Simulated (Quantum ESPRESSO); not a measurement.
# Kohn-Sham bands of BaF2 (fluorite)

```
CELL_PARAMETERS angstrom
      0.00000     3.11287     3.11287
      3.11287     0.00000     3.11287
      3.11287     3.11287     0.00000
ATOMIC_POSITIONS crystal
  Ba 0.00000 0.00000 0.00000
  F  0.25000 0.25000 0.25000
  F  0.75000 0.75000 0.75000
```

Structure: Materials Project mp-1029, symmetrised, not relaxed again. COD (Crystallography Open Database) has an entry of this formula and space group (matched by these alone). Method: PBEsol plane waves in Quantum ESPRESSO 7.5 (PseudoDojo norm-conserving files, 68 Ry, no spin polarisation, no spin-orbit coupling), Bloch states on a 8×8×8 mesh through Γ, Wannier90 4.0.1. Density: 8×8×8 mesh, cold smearing 0.01 Ry. Spin-orbit coupling is left out although heavy elements are present.

Problem. List the Kohn-Sham levels between −8 and 9.7 eV relative to the valence-band maximum at the high-symmetry points, as a band run of pw.x on that density gives them (levels within 2 meV counted together).

Solution. 
```json
[
 {"point": "Γ", "k (reciprocal lattice)": "0.000 0.000 0.000", "levels (eV)": "-7.84 (×3), -1.46 (×3), -0.09 (×3), 6.67, 9.18 (×2)"},
 {"point": "X", "k (reciprocal lattice)": "0.500 0.000 0.500", "levels (eV)": "-7.69, -1.50, -0.34 (×2), -0.34 (×2), -0.15, 7.24, 8.94"},
 {"point": "U", "k (reciprocal lattice)": "0.625 0.250 0.625", "levels (eV)": "-7.82, -1.26, -0.54, -0.52, -0.35, -0.21, -0.17, 7.50, 9.30"},
 {"point": "K", "k (reciprocal lattice)": "0.375 0.375 0.750", "levels (eV)": "-7.82, -1.26, -0.54, -0.52, -0.35, -0.21, -0.17, 7.50, 9.30"},
 {"point": "L", "k (reciprocal lattice)": "0.500 0.500 0.500", "levels (eV)": "-8.00 (×2), -1.06 (×2), -0.65, -0.36, -0.18 (×2), 9.02, 9.17 (×2), 9.44"},
 {"point": "W", "k (reciprocal lattice)": "0.500 0.250 0.750", "levels (eV)": "-7.96 (×2), -1.21, -0.61, -0.35 (×2), -0.29, -0.20, 7.51"}
]
```
